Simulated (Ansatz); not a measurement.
This run works on a proposed trial structure, not on a known crystal.

Input and command of a plane-wave DFT calculation in Ansatz:

```yaml
crystal:
  lattice:
    - [4.6683310808, 0.0, 0.0]
    - [-2.3341655404, 4.0428933092, 0.0]
    - [0.0, 0.0, 16.3217240221]
  atoms:
    - { symbol: Sn, position: [0.0, 0.0, 0.0871314553] }
    - { symbol: Sn, position: [0.0, 0.0, 0.9128685447] }
    - { symbol: Sn, position: [0.6666666667, 0.3333333333, 0.8550779219] }
    - { symbol: Sn, position: [0.6666666667, 0.3333333333, 0.6810535286] }
    - { symbol: Sn, position: [0.6666666667, 0.3333333333, 0.3729300414] }
    - { symbol: Sn, position: [0.3333333333, 0.6666666667, 0.6270699586] }
    - { symbol: Sn, position: [0.3333333333, 0.6666666667, 0.1449220781] }
    - { symbol: Sn, position: [0.3333333333, 0.6666666667, 0.3189464714] }
    - { symbol: H, position: [0.6666666667, 0.3333333333, 0.4790320288] }
    - { symbol: H, position: [0.3333333333, 0.6666666667, 0.5209679712] }
basis:
  ecutwfc: 420
kpoints:
  mp_grid: { grid: [12, 12, 4] }
hamiltonian:
  xc: pbe
scf:
  occupations: { method: gaussian, width: 0.01 }
output:
  forces: true
  stress: true
  eigenvalues: true
relax:
  adjacent_minimum: "off"
  f_tol: 0.01
  max_steps: 30
  cell: { stress_tol: 0.1, fix: [volume] }
```

```bash
ansatz run input.yaml --threads 1 --pin off --max-ram 2560MiB --backend cpu --events-out ev --progress --plain --runs-dir out
```

Processor: Intel(R) Xeon(R) 6975P-C (Granite Rapids), 1 thread, on a host shared with other jobs.

**Question.** Estimate time, memory and problem size.

**Answer.** About 4.3 min, peak memory 1.2 GiB. It solves 69 bands at 69 k points (after reduction by symmetry) with about 5999 plane waves, in 41 SCF iterations over 6 ionic steps.
